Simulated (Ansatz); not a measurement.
**GaAs: computed property card**

GaAs:
```
CELL_PARAMETERS angstrom
      6.98645     0.00000     0.00000
      0.00000     6.98645     0.00000
      0.00000     0.00000     6.98645
ATOMIC_POSITIONS crystal
  Ga 0.25000 0.00000 0.50000
  Ga 0.50000 0.25000 0.00000
  Ga 0.50000 0.75000 0.00000
  Ga 0.75000 0.00000 0.50000
  Ga 0.00000 0.50000 0.75000
  Ga 0.00000 0.50000 0.25000
  As 0.25000 0.50000 0.00000
  As 0.00000 0.25000 0.50000
  As 0.00000 0.75000 0.50000
  As 0.75000 0.50000 0.00000
  As 0.50000 0.00000 0.75000
  As 0.50000 0.00000 0.25000
```

Space group Pm-3n (No. 223); conventional cell a = b = c = 6.986 Å, α = β = γ = 90.00°.

Method: the program Ansatz at the r²SCAN level (PAW). Geometry: relaxed at this level of theory. Other levels are named where they apply.

Cell and energy:

```json
{
  "volume_per_atom": "28.42 Å³",
  "density": "4.23 g/cm³"
}
```

Electronic structure:

```json
{
  "band_gap": "0.79 eV (direct)",
  "valence_band_maximum": "at Γ",
  "conduction_band_minimum": "at Γ",
  "electron_effective_mass": "0.048 mₑ (isotropic)",
  "Electron effective mass with spin–orbit coupling": "0.047 mₑ (isotropic)",
  "Hole effective mass, band 1 of 3 at the edge": "1.6 along [100], 1.6 along [110], 0.41 along [111] (mₑ)",
  "Hole effective mass, band 2 of 3 at the edge": "1.6 along [100], 0.29 along [110], 0.41 along [111] (mₑ)",
  "Hole effective mass, band 3 of 3 at the edge": "0.040 along [100], 0.045 along [110], 0.046 along [111] (mₑ)",
  "Hole effective mass with spin–orbit coupling, band 1 of 2 at the edge": "1.6 along [100], 0.51 along [110], 0.40 along [111] (mₑ)",
  "Hole effective mass with spin–orbit coupling, band 2 of 2 at the edge": "0.054 along [100], 0.058 along [110], 0.059 along [111] (mₑ)",
  "HSE06 gap on the r²SCAN cell": "1.20 eV",
  "Gap with spin–orbit coupling": "0.72 eV"
}
```

Mechanics:

```json
{
 "Bulk modulus (Birch–Murnaghan fit)": "546 kbar",
 "Pressure derivative B′": "4.6",
 "Elastic constants (relaxed ions, GPa)": "C11 = 108, C12 = 28.1, C44 = 20.1",
 "mechanical_stability": "stable (all eigenvalues of C positive)",
 "hill_bulk_and_shear_moduli": "54.8 and 26.6 GPa",
 "Young's modulus": "68.6 GPa",
 "Poisson's ratio": "0.29",
 "debye_temperature_from_the_elastic_constants": "273 K"
}
```

Charges:

```json
{
 "bader_charges": "Ga +0.77, As -0.77 e"
}
```

The start of the workflow was typed in or built on a structure type; neither database checked (COD, Materials Project) lists it. It is not the phase usual at ambient conditions (space group No. 216). The cell was relaxed with r²SCAN under the symmetry of its start; whether a distortion lowers the energy is not shown. The volume moved by 22 % from the start of the relaxation. Spin–orbit coupling is left out wherever it is not named.

Potentials: the earlier of the program's two PAW sets.
